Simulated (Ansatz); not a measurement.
HgSe:
```cif
data_HgSe
_chemical_formula_sum 'Se1 Hg1'
_space_group_name_H-M_alt 'P 1'
_space_group_IT_number 1
_cell_length_a 4.28721
_cell_length_b 4.28721
_cell_length_c 4.28721
_cell_angle_alpha 60.000
_cell_angle_beta 60.000
_cell_angle_gamma 60.000
loop_
_space_group_symop_operation_xyz
  'x, y, z'
loop_
_atom_site_label
_atom_site_type_symbol
_atom_site_fract_x
_atom_site_fract_y
_atom_site_fract_z
_atom_site_occupancy
Se1 Se 0.75000 0.75000 0.75000 1
Hg1 Hg 0.00000 0.00000 0.00000 1
```

Relaxed with LDA.

Question: Which orbitals make up the states near the Fermi level in plane-wave PAW LDA (Ansatz code)?

Answer: Within 0.5 eV of the Fermi level: Se 4p 82 %, Hg 5d 13 %. Projections are on Löwdin-orthogonalised atomic valence shells; empty p or d shells of many metals are not among them.

Question: Tabulate the density of states.

Answer: States/eV per cell of 2 atoms, in 0.25 eV bins, energy from the Fermi level.

```
E (eV)  total  Hg 5d  Se 4p  Hg 6s
------  -----  -----  -----  -----
-7.85    0.00   0.00   0.00   0.00
-7.60    0.00   0.00   0.00   0.00
-7.35    0.61   0.50   0.09   0.01
-7.10   13.17  11.11   1.79   0.24
-6.85    6.37   5.58   0.65   0.12
-6.60    8.59   8.19   0.25   0.12
-6.35    8.39   8.04   0.15   0.14
-6.10    2.63   2.18   0.15   0.18
-5.85    0.24   0.21   0.01   0.01
-5.60    0.18   0.02   0.10   0.05
-5.35    2.23   0.45   0.93   0.75
-5.10    1.40   0.35   0.53   0.43
-4.85    0.91   0.24   0.34   0.26
-4.60    0.69   0.18   0.25   0.19
-4.35    0.55   0.14   0.20   0.15
-4.10    0.44   0.11   0.16   0.12
-3.85    0.36   0.08   0.13   0.10
-3.60    0.30   0.06   0.11   0.08
-3.35    0.24   0.05   0.09   0.07
-3.10    0.35   0.05   0.20   0.06
-2.85    1.71   0.17   1.35   0.07
-2.60    1.43   0.15   1.13   0.06
-2.35    1.87   0.19   1.51   0.06
-2.10    1.92   0.20   1.56   0.05
-1.85    1.86   0.20   1.51   0.04
-1.60    1.81   0.20   1.48   0.03
-1.35    1.77   0.20   1.46   0.02
-1.10    1.68   0.20   1.40   0.01
-0.85    1.05   0.13   0.87   0.01
-0.60    0.70   0.09   0.58   0.00
-0.35    0.44   0.06   0.37   0.00
-0.10    0.14   0.02   0.12   0.00
0.15     0.01   0.00   0.01   0.00
0.40     0.04   0.00   0.03   0.01
0.65     0.08   0.00   0.04   0.03
0.90     0.19   0.01   0.08   0.08
1.15     0.46   0.01   0.17   0.20
1.40     0.52   0.01   0.20   0.23
1.65     0.60   0.01   0.23   0.26
1.90     0.68   0.01   0.27   0.30
2.15     0.77   0.01   0.31   0.35
2.40     0.94   0.01   0.38   0.42
2.65     1.62   0.02   0.63   0.67
2.90     1.43   0.01   0.50   0.52
3.15     0.84   0.01   0.26   0.26
3.40     0.57   0.00   0.12   0.12
3.65     0.42   0.00   0.03   0.02
3.90     0.51   0.00   0.03   0.02
4.15     0.61   0.00   0.04   0.02
4.40     0.76   0.00   0.05   0.03
4.65     1.09   0.00   0.07   0.03
```

Space group F-43m (zinc blende). Symmetry was held in the LDA relaxation; phonons on a q-mesh show no instability. Spin–orbit coupling is left out wherever it is not named.

Potentials: the later of the program's two PAW sets.
